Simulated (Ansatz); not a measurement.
With DFT-PBE in the program Ansatz with PAW potentials, IrPt in the CsCl type structure (Pm-3m) relaxes to a = 3.134 Å. Its formation energy from the elements is 0.40 eV/atom, with no fitted shifts.

Electronic character: metallic (no gap). Gap from PBE with spin–orbit coupling: none (metallic).

The bulk modulus is 275 GPa.

The start of the workflow was typed in or built on a structure type; neither database checked (COD, Materials Project) lists it. Its standing as an ambient phase is unchecked. Symmetry was held in the PBE relaxation; whether a distortion lowers the energy is not shown. The run is not spin-polarised. Its formation energy is positive at this level, so the cell may be metastable or incomplete. The references are the lowest solids computed at this level, not always the standard phases. Scalar-relativistic: spin–orbit coupling is off unless named, which matters more the heavier the elements.

Potentials: the earlier of the program's two PAW sets.
